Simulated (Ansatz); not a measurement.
Consider a crystal of Zr3S2 in space group P6/mmm (No. 191), with Zr on 2d and 1a; S on 2c.

All numbers below come from DFT PBE, scalar-relativistic, plane waves, PAW in Ansatz. Cutoff 420 eV, Γ-centred mesh, Gaussian smearing, no spin polarisation.

The zero of energy is the elements' standard structures at the same level; no fitted shifts are applied.

Task: Which cell and coordinates does it relax to?

Result:

Space group P6/mmm (No. 191). a = 4.988 Å, b = 4.988 Å, c = 4.862 Å, α = 90.00°, β = 90.00°, γ = 120.00°
```json
{"atom": "Zr", "site": "2d", "symmetry": "-6m2", "x": "0.3333", "y": "0.6667", "z": "0.5000"}
{"atom": "Zr", "site": "1a", "symmetry": "6/mmm", "x": "0.0000", "y": "0.0000", "z": "0.0000"}
{"atom": "S", "site": "2c", "symmetry": "-6m2", "x": "0.3333", "y": "0.6667", "z": "0.0000"}
```

Zr on a site of symmetry -6m2 has 2 S at 2.43 Å and 3 Zr at 2.88 Å; around Zr on a site of symmetry 6/mmm lie 6 S at 2.88 Å; around S lie 2 Zr at 2.43 Å, 3 S at 2.88 Å and 3 Zr at 2.88 Å. Another local minimum with the same sites may exist.

Task: Where does its energy lie, and is it a metal?

Result: The formation energy is −0.52 eV/atom and the gap on the 12×12×8 mesh of the 5-atom cell is 0 eV (a metal).

The last run used Gaussian smearing of 0.10 eV. The cell is a metal run without spin; a magnetic state may lie lower. The reference form of S is held partly by dispersion forces, which this level lacks. A structure relaxed within its symmetry needn't be a true minimum. Another cell of Zr3S2 relaxed alike, in R32 (a Materials Project cell), lies 0.57 eV/atom lower, so this cell isn't the stable form at this level.
